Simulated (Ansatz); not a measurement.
Ge$_{2}$Mo in space group Pnma (No. 62; Ge on 4c, Ge on 4c, Mo on 4c) under volume change, r²SCAN (plane waves, PAW; program Ansatz), shape and atoms relaxed at each volume.

```tsv
V (Å³/atom)	E − E(relaxed) (meV/atom)	P (GPa)
14.290	80.9	20.01
14.761	33.9	12.19
15.233	(withheld)	(withheld)
15.704	0.0	0.00
16.175	7.1	-4.72
16.646	27.0	-8.71
17.117	(withheld)	(withheld)
```

### Question
Some entries are withheld; supply them.

### Answer

- 15.233, E − E(relaxed) (meV/atom): 8.0
- 15.233, P (GPa): 5.59
- 17.117, E − E(relaxed) (meV/atom): 57.7
- 17.117, P (GPa): -12.07

### Question
What does a third-order Birch–Murnaghan fit give for V₀, B₀ and B′?

### Answer
V₀ = 15.70 Å³/atom, B₀ = 171 GPa, B′ = 4.6.

The workflow started from a Materials Project entry (that database holds measured and hypothetical structures alike); the Crystallography Open Database files this formula in space group No. 62, but the cells were not matched. Whether it is the stable phase at ambient conditions was not checked. The cell was relaxed with r²SCAN under the symmetry of its start; its stability against distortions is not shown here. The run is not spin-polarised.

Potentials: the later of the program's two PAW sets.
